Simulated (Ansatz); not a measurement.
Level of theory: DFT PBE, scalar-relativistic, plane waves, PAW (Ansatz 0.2.0). Settings: cutoff 420 eV, Γ-centred meshes spaced at most about 0.3 Å⁻¹, and about 0.25 Å⁻¹ or finer for metals (2π included), Gaussian smearing. No spin polarisation in the final relaxations.

Temperature and zero-point effects are left out.

Compare these two cells of SnH₅, each relaxed at this level.

1.

```cif
data_structure
_symmetry_space_group_name_H-M 'F-43m'
_symmetry_Int_Tables_number 216
_cell_length_a 5.4804
_cell_length_b 5.4804
_cell_length_c 5.4804
_cell_angle_alpha 90.000
_cell_angle_beta 90.000
_cell_angle_gamma 90.000
_cell_volume 164.60
loop_
_atom_site_label
_atom_site_type_symbol
_atom_site_symmetry_multiplicity
_atom_site_Wyckoff_symbol
_atom_site_fract_x
_atom_site_fract_y
_atom_site_fract_z
_atom_site_occupancy
Sn1 Sn 4 a 0.00000 0.00000 0.00000 1
H1 H 4 d 0.25000 0.25000 0.75000 1
H2 H 16 e 0.59499 0.09499 0.90501 1
```

2.

```cif
data_structure
_symmetry_space_group_name_H-M 'P6/mmm'
_symmetry_Int_Tables_number 191
_cell_length_a 2.9405
_cell_length_b 2.9405
_cell_length_c 8.8530
_cell_angle_alpha 90.000
_cell_angle_beta 90.000
_cell_angle_gamma 120.000
_cell_volume 66.29
loop_
_atom_site_label
_atom_site_type_symbol
_atom_site_symmetry_multiplicity
_atom_site_Wyckoff_symbol
_atom_site_fract_x
_atom_site_fract_y
_atom_site_fract_z
_atom_site_occupancy
Sn1 Sn 1 b 0.00000 0.00000 0.50000 1
H1 H 3 f 0.50000 0.00000 0.00000 1
H2 H 2 e 0.00000 0.00000 0.29779 1
```

Question: Which would you expect to be lower, and how large is the difference?

Answer: Cell 2 is lower, by 226 meV/atom. Cell 1 has space group F-43m (No. 216), 6.9 Å³/atom and no gap on its mesh; cell 2 has space group P6/mmm (No. 191), 11.0 Å³/atom and no gap. Counting H atoms around Sn (those within 1.25 times the shortest such distance or 1.15 times the sum of covalent radii), cell 1 has Sn 16 and cell 2 has Sn 2. Even the lower one lies +0.77 eV/atom against the reference forms of the elements (uncorrected), so neither is stable at this level. In cell 1, Sn is surrounded by 16 H at 2.34–2.37 Å; H on a site of symmetry -43m is surrounded by 12 H at 2.24 Å and 4 Sn at 2.37 Å; H on a site of symmetry 3m is surrounded by 3 H at 1.47 Å, 3 H at 2.24 Å and 3 Sn at 2.34 Å. In cell 2, around Sn lie 2 H at 1.79 Å; H on a site of symmetry mmm has 4 H at 1.47 Å (long contacts); H on a site of symmetry 6mm has 1 Sn at 1.79 Å. Both come from invented guesses. A third cell relaxed alike, in P6/mmm, lies 0.42 eV/atom below the lower of the two.

Weakly bound directions are ill-defined at this level, which has no dispersion term (P6/mmm), and this can change margins and order among such cells. With hydrogen, zero-point motion can shift such differences by 10 meV/atom or more. A magnetic state wasn't ruled out in cells without spin, among them F-43m, P6/mmm. Cells relaxed within their symmetry can be saddle points.
